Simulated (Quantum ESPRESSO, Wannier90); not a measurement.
# CsI (rock salt), plane waves to Wannier functions

Cell from Materials Project (mp-614603), symmetrised, no further relaxation. Not found in the COD (Crystallography Open Database) copy used, which has the formula in other groups; not checked further. Method: PBEsol plane waves in Quantum ESPRESSO 7.5 (PseudoDojo norm-conserving files, 56 Ry, no spin polarisation, no spin-orbit coupling), Bloch states on a 8×8×8 mesh through Γ, Wannier90 4.0.1. Density: 8×8×8 mesh, cold smearing 0.01 Ry. Spin-orbit coupling is left out although heavy elements are present.

On the energy scale of pw.x, whose zero is arbitrary, the valence-band maximum lies at 1.02 eV.

Input w.win:

```
num_bands = 4
num_wann = 4
exclude_bands = 1,3-5,9-15
num_iter = 800
conv_tol = 1.0e-7
conv_window = 4
write_hr = true
write_u_matrices = true
begin projections
f=0.2887,-0.2168,-0.4847:s
f=-0.4212,-0.1516,-0.0006:s
f=-0.4345,0.1299,-0.1376:s
f=0.4257,-0.3193,0.0264:s
end projections
begin unit_cell_cart
ang
    0.0000000000    3.9050800000    3.9050800000
    3.9050800000    0.0000000000    3.9050800000
    3.9050800000    3.9050800000    0.0000000000
end unit_cell_cart
begin atoms_frac
Cs   0.0000000000  0.0000000000  0.0000000000
I    0.5000000000  0.5000000000  0.5000000000
end atoms_frac
mp_grid = 8 8 8
begin kpoints
0.0000000000 0.0000000000 0.0000000000
0.0000000000 0.0000000000 0.1250000000
0.0000000000 0.0000000000 0.2500000000
... (509 more lines: the 8x8x8 mesh through Gamma)
end kpoints
```

Input of pw2wannier90.x that gives the overlap and projection files (equivalent; here they were cut from one run over all bands):

```
&inputpp
  outdir = './out'
  prefix = 'pwscf'
  seedname = 'w'
  write_amn = .true.
  write_mmn = .true.
/
```

Output w.wout (banner and timings cut):

```
                                    ------
                                    SYSTEM
                                    ------

                              Lattice Vectors (Ang)
                    a_1     0.000000   3.905080   3.905080
                    a_2     3.905080   0.000000   3.905080
                    a_3     3.905080   3.905080   0.000000

                   Unit Cell Volume:     119.10220  (Ang^3)

                        Reciprocal-Space Vectors (Ang^-1)
                    b_1    -0.804489   0.804489   0.804489
                    b_2     0.804489  -0.804489   0.804489
                    b_3     0.804489   0.804489  -0.804489

 *----------------------------------------------------------------------------*
 |   Site       Fractional Coordinate          Cartesian Coordinate (Ang)     |
 +----------------------------------------------------------------------------+
 | cs   1   0.00000   0.00000   0.00000   |    0.00000   0.00000   0.00000    |
 | i    1   0.50000   0.50000   0.50000   |    3.90508   3.90508   3.90508    |
 *----------------------------------------------------------------------------*
                                ------------
                                K-POINT GRID
                                ------------

             Grid size =  8 x  8 x  8      Total points =  512

 *---------------------------------- MAIN ------------------------------------*
 |  Number of Wannier Functions               :                 4             |
 |  Number of Objective Wannier Functions     :                 4             |
 |  Number of input Bloch states              :                 4             |
 |  Output verbosity (1=low, 5=high)          :                 1             |
 |  Timing Level (1=low, 5=high)              :                 1             |
 |  Optimisation (0=memory, 3=speed)          :                 3             |
 |  Length Unit                               :               Ang             |
 |  Post-processing setup (write *.nnkp)      :                 F             |
 |  Using Gamma-only branch of algorithms     :                 F             |
 *----------------------------------------------------------------------------*
 *------------------------------- WANNIERISE ---------------------------------*
 |  Total number of iterations                :               800             |
 |  Number of CG steps before reset           :                 5             |
 |  Trial step length for line search         :             2.000             |
 |  Convergence tolerence                     :         0.100E-06             |
 |  Convergence window                        :                 4             |
 |  Iterations between writing output         :                 1             |
 |  Iterations between backing up to disk     :               100             |
 |  Write r^2_nm to file                      :                 F             |
 |  Write xyz WF centres to file              :                 F             |
 |  Write on-site energies <0n|H|0n> to file  :                 F             |
 |  Use guiding centre to control phases      :                 F             |
 |  Use phases for initial projections        :                 F             |
 *----------------------------------------------------------------------------*
 *-------------------------------- PLOTTING ----------------------------------*
 |  Plotting Hamiltonian in WF basis          :                 T             |
 *----------------------------------------------------------------------------*

       ... (k-mesh section left out)

 Starting a new Wannier90 calculation ...

 Reading overlaps from w.mmn

 Reading projections from w.amn

 *------------------------------- WANNIERISE ---------------------------------*
 +--------------------------------------------------------------------+<-- CONV
 | Iter  Delta Spread     RMS Gradient      Spread (Ang^2)            |<-- CONV
 +--------------------------------------------------------------------+<-- CONV

 ------------------------------------------------------------------------------
 Initial State
  WF centre and spread    1  ( -3.369910, -0.247832,  0.043471 )     2.21726880
  WF centre and spread    2  ( -0.181380, -0.021631, -3.453735 )     3.42261518
  WF centre and spread    3  ( -0.115734, -3.347579, -0.343846 )     2.43338154
  WF centre and spread    4  ( -0.241266,  3.612684, -0.150897 )     5.13050095
  Sum of centres and spreads ( -3.908289, -0.004357, -3.905008 )    13.20376647

      0     0.132E+02     0.0000000000       13.2037664699  <-- CONV
        O_D=      3.2671547 O_OD=      2.8088302 O_TOT=     13.2037665 <-- SPRD
 ------------------------------------------------------------------------------
      1    -0.306E+01     1.2317319467       10.1483914724  <-- CONV
        O_D=      1.1049907 O_OD=      1.9156192 O_TOT=     10.1483915 <-- SPRD
      2    -0.113E+01     0.9242013209        9.0153695302  <-- CONV
        O_D=      0.3532071 O_OD=      1.5343809 O_TOT=      9.0153695 <-- SPRD
      3    -0.417E+00     0.6328588333        8.5985276501  <-- CONV
        O_D=      0.1059908 O_OD=      1.3647553 O_TOT=      8.5985277 <-- SPRD
      4    -0.137E+00     0.3980428486        8.4616952968  <-- CONV
        O_D=      0.0351281 O_OD=      1.2987857 O_TOT=      8.4616953 <-- SPRD
      5    -0.468E-01     0.2252515654        8.4148849945  <-- CONV
        O_D=      0.0124277 O_OD=      1.2746758 O_TOT=      8.4148850 <-- SPRD
       ... (lines left out)
    100    -0.787E-04     0.0071467361        8.2962231782  <-- CONV
        O_D=      0.0000925 O_OD=      1.1683491 O_TOT=      8.2962232 <-- SPRD
       ... (lines left out)
    200    -0.933E-06     0.0008527245        8.2947631075  <-- CONV
        O_D=      0.0000502 O_OD=      1.1669313 O_TOT=      8.2947631 <-- SPRD
       ... (lines left out)
    300    -0.706E-07     0.0001980200        8.2947398631  <-- CONV
        O_D=      0.0000499 O_OD=      1.1669084 O_TOT=      8.2947399 <-- SPRD
    301    -0.940E-07     0.0004618924        8.2947397691  <-- CONV
        O_D=      0.0000498 O_OD=      1.1669084 O_TOT=      8.2947398 <-- SPRD
    302    -0.679E-07     0.0002002000        8.2947397012  <-- CONV
        O_D=      0.0000498 O_OD=      1.1669083 O_TOT=      8.2947397 <-- SPRD
             <<<     Delta < 1.000E-07  over  4 iterations     >>>
             <<< Wannierisation convergence criteria satisfied >>>
 Final State
  WF centre and spread    1  ( -3.387196, -0.164115,  0.017294 )     2.07244996
  WF centre and spread    2  ( -0.186433,  0.068777, -3.399263 )     2.07302984
  WF centre and spread    3  ( -0.033130, -3.435183, -0.271059 )     2.07363981
  WF centre and spread    4  ( -0.299959,  3.529792, -0.253504 )     2.07562010
  Sum of centres and spreads ( -3.906718, -0.000729, -3.906532 )     8.29473970

         Spreads (Ang^2)       Omega I      =     7.127781559
        ================       Omega D      =     0.000049832
                               Omega OD     =     1.166908310
    Final Spread (Ang^2)       Omega Total  =     8.294739701
```
